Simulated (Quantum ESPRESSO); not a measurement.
# WAl2Ta2CuRh2: input and log of a self-consistent run

A calculation, not a measurement. The program is pw.x of Quantum ESPRESSO 7.5 (plane-wave density functional theory). The cell is made up: eight metal atoms on a face-centred cubic lattice, with elements, volume, strain and displacements drawn at random and not relaxed, so it may be unstable or far from any real phase. PseudoDojo standard norm-conserving files set the functional (PBE unless stated); there is no spin polarisation or spin-orbit coupling, the Fermi-Dirac width of 0.25 eV means electrons at about 2900 K, and the masses in the input are unused placeholders. The copper pseudopotential is less sure than most, with forces differing by about three percent and pressure by about two GPa from a second method on plain copper. Heavy elements are run without spin-orbit coupling, which real alloys of them have. A spin test at this wide smearing found no moment, but such smearing suppresses magnetism that the real alloy may have.

Input:

```
&control calculation='scf', pseudo_dir='./dojo.nc.sr.pbe.v0_5.standard.upf', outdir='./o', disk_io='minimal', tprnfor=.true., tstress=.true. /
&system ibrav=0, nat=8, ntyp=5, nbnd=64, ecutwfc=92.02030273, nosym=.true., tot_charge=0,
 occupations='smearing', smearing='fd', degauss=0.0183746611
/
&electrons conv_thr=1.470e-08, electron_maxstep=70, mixing_beta=0.5 /
ATOMIC_SPECIES
Al 1.0 Al.upf
Cu 1.0 Cu.upf
Rh 1.0 Rh.upf
Ta 1.0 Ta.upf
W 1.0 W.upf
CELL_PARAMETERS angstrom
0.0516 -0.0235 -3.9861
3.9314 -0.056 -0.0516
0.112 -7.7032 -0.0471
ATOMIC_POSITIONS angstrom
W 0.0041 -0.0366 -0.03
Al 0.0525 -3.8574 -0.0046
Ta 1.9562 -1.9283 -0.0171
Cu 2.0383 -5.7983 -0.0765
Al 0.0508 -1.9322 -1.9818
Ta 0.0897 -5.8087 -2.0315
Rh 1.9656 -0.0651 -2.0494
Rh 2.0683 -3.8852 -2.0487
K_POINTS automatic
6 6 3 1 1 1
```

The log is shortened where brackets say so; the opening notice, blank lines, dates and the lines on written files are dropped, and the path of the files is cut. It prints rydbergs, bohrs and kilobars, and counts compression as positive stress. Its total energy is the free energy E - TS of the whole cell.

```
     Program PWSCF v.7.5
     Parallel version (MPI & OpenMP), running on       4 processor cores
     Number of MPI processes:                 4
     Threads/MPI process:                     1
     [start-up lines left out]
     bravais-lattice index     =            0
     lattice parameter (alat)  =       7.5334  a.u.
     unit-cell volume          =     814.3006 (a.u.)^3
     number of atoms/cell      =            8
     number of atomic types    =            5
     number of electrons       =        99.00
     number of Kohn-Sham states=           64
     kinetic-energy cutoff     =      92.0203  Ry
     charge density cutoff     =     368.0812  Ry
     scf convergence threshold =      1.5E-08
     mixing beta               =       0.5000
     number of iterations used =            8  plain     mixing
     Exchange-correlation= PBE
                           (   1   4   3   4   0   0   0)
     [axes and pseudopotential details left out]
   Cartesian axes
     site n.     atom                  positions (alat units)
         1        W      tau(   1) = (   0.0010285  -0.0091810  -0.0075254  )
         2        Al     tau(   2) = (   0.0131694  -0.9676149  -0.0011539  )
         3        Ta     tau(   3) = (   0.4907057  -0.4837071  -0.0042895  )
         4        Cu     tau(   4) = (   0.5113002  -1.4544827  -0.0191897  )
         5        Al     tau(   5) = (   0.0127430  -0.4846854  -0.4971274  )
         6        Ta     tau(   6) = (   0.0225009  -1.4570915  -0.5095945  )
         7        Rh     tau(   7) = (   0.4930637  -0.0163301  -0.5140846  )
         8        Rh     tau(   8) = (   0.5188256  -0.9745884  -0.5139090  )
     number of k points=    54  Fermi-Dirac smearing, width (Ry)=  0.0184
                       cart. coord. in units 2pi/alat
        k(    1) = (   0.0822235  -0.0845566  -0.0817789), wk =   0.0370370
        k(    2) = (   0.0871133   0.2605350  -0.0837501), wk =   0.0370370
     [further k points left out]
     Dense  grid:    97111 G-vectors     FFT dimensions: (  45,  45,  90)
     Estimated max dynamical RAM per process >     343.82 MB
     Estimated total dynamical RAM >       1.27 GB
     Initial potential from superposition of free atoms
     starting charge      98.9912, renormalised to      99.0000
     Starting wfcs are   68 randomized atomic wfcs
     total cpu time spent up to now is        3.7 secs
     per-process dynamical memory:   267.9 Mb
     Self-consistent Calculation
     iteration #  1     ecut=    92.02 Ry     beta= 0.50
     Davidson diagonalization with overlap
     ethr =  1.00E-02,  avg # of iterations =  4.4
     total cpu time spent up to now is       12.4 secs
     total energy              =   -1263.12802699 Ry
     estimated scf accuracy    <      10.23204568 Ry
     iteration #  2     ecut=    92.02 Ry     beta= 0.50
     Davidson diagonalization with overlap
     ethr =  1.00E-02,  avg # of iterations =  3.0
     total cpu time spent up to now is       21.1 secs
     total energy              =   -1263.73954575 Ry
     estimated scf accuracy    <      71.23723208 Ry
     iteration #  3     ecut=    92.02 Ry     beta= 0.50
     Davidson diagonalization with overlap
     ethr =  1.00E-02,  avg # of iterations =  3.9
     total cpu time spent up to now is       29.7 secs
     total energy              =   -1269.25702505 Ry
     estimated scf accuracy    <      14.63380424 Ry
     iteration #  4     ecut=    92.02 Ry     beta= 0.50
     Davidson diagonalization with overlap
     ethr =  1.00E-02,  avg # of iterations =  1.8
     total cpu time spent up to now is       36.4 secs
     total energy              =   -1270.15705452 Ry
     estimated scf accuracy    <       5.51116156 Ry
     iteration #  5     ecut=    92.02 Ry     beta= 0.50
     Davidson diagonalization with overlap
     ethr =  5.57E-03,  avg # of iterations =  1.0
     total cpu time spent up to now is       42.6 secs
     total energy              =   -1270.17156807 Ry
     estimated scf accuracy    <       2.08616599 Ry
     [iterations 6 to 13 left out]
     iteration # 14     ecut=    92.02 Ry     beta= 0.50
     Davidson diagonalization with overlap
     ethr =  5.09E-09,  avg # of iterations =  3.6
     total cpu time spent up to now is      109.1 secs
     total energy              =   -1269.94287278 Ry
     estimated scf accuracy    <       0.00000111 Ry
     iteration # 15     ecut=    92.02 Ry     beta= 0.50
     Davidson diagonalization with overlap
     ethr =  1.12E-09,  avg # of iterations =  2.0
     total cpu time spent up to now is      116.3 secs
     total energy              =   -1269.94287293 Ry
     estimated scf accuracy    <       0.00000002 Ry
     iteration # 16     ecut=    92.02 Ry     beta= 0.50
     Davidson diagonalization with overlap
     ethr =  2.37E-11,  avg # of iterations =  4.0
     total cpu time spent up to now is      124.7 secs
     total energy              =   -1269.94287293 Ry
     estimated scf accuracy    <       0.00000009 Ry
     iteration # 17     ecut=    92.02 Ry     beta= 0.50
     Davidson diagonalization with overlap
     ethr =  2.37E-11,  avg # of iterations =  2.0
     total cpu time spent up to now is      131.9 secs
     total energy              =   -1269.94287294 Ry
     estimated scf accuracy    <       0.00000003 Ry
     iteration # 18     ecut=    92.02 Ry     beta= 0.50
     Davidson diagonalization with overlap
     ethr =  2.37E-11,  avg # of iterations =  1.0
     total cpu time spent up to now is      138.2 secs
     End of self-consistent calculation
     [lines on levels left out]
!    total energy              =   -1269.94287294 Ry
     estimated scf accuracy    <          5.5E-09 Ry
     smearing contrib. (-TS)   =      -0.08091233 Ry
     internal energy E=F+TS    =   -1269.86196060 Ry
     The total energy is F=E-TS. E is the sum of the following terms:
     one-electron contribution =    -597.76076846 Ry
     hartree contribution      =     351.79114192 Ry
     xc contribution           =    -219.24511580 Ry
     ewald contribution        =    -804.64721826 Ry
     convergence has been achieved in  18 iterations
     Forces acting on atoms (cartesian axes, Ry/au):
     atom    1 type  5   force =    -0.01016049    0.03710573    0.01087859
     atom    2 type  1   force =    -0.01065325   -0.02551966   -0.00539698
     atom    3 type  4   force =     0.02627756   -0.02615231   -0.00643833
     atom    4 type  2   force =     0.00286412   -0.00527774    0.00248808
     atom    5 type  1   force =    -0.01028516   -0.00307275   -0.00547986
     atom    6 type  4   force =     0.00507371   -0.01401668   -0.00453387
     atom    7 type  3   force =     0.00390390    0.02909629    0.00556606
     atom    8 type  3   force =    -0.00702040    0.00783712    0.00291631
     Total force =     0.072460     Total SCF correction =     0.000479
     Computing stress (Cartesian axis) and pressure
          total   stress  (Ry/bohr**3)                   (kbar)     P=       44.56
   0.00019863   0.00016468   0.00019320           29.22       24.23       28.42
   0.00016468   0.00024466  -0.00008035           24.23       35.99      -11.82
   0.00019320  -0.00008035   0.00046544           28.42      -11.82       68.47
     init_run     :      3.48s CPU      3.59s WALL (       1 calls)
     electrons    :    134.24s CPU    134.52s WALL (       1 calls)
     forces       :      1.50s CPU      1.52s WALL (       1 calls)
     stress       :      5.18s CPU      5.27s WALL (       1 calls)
     [timing details left out]
     PWSCF        :   2m24.49s CPU   2m25.01s WALL
     JOB DONE.
```

In other units: free energy -17278.453 eV for the cell, pressure 4.46 GPa, largest force component 0.954 eV/Å in size. The run took 147 s of wall time with four MPI processes on a shared machine (AMD EPYC, Zen 5, virtual cores), so the time is rough. A rerun of this cell at a higher cutoff and on a denser mesh moved values by no more than 0.003 eV in energy, 0.11 GPa in stress and 0.007 eV/Å in force, and a second program with other atomic files agreed on that cell to 2 % rms in force and 0.5 GPa in pressure.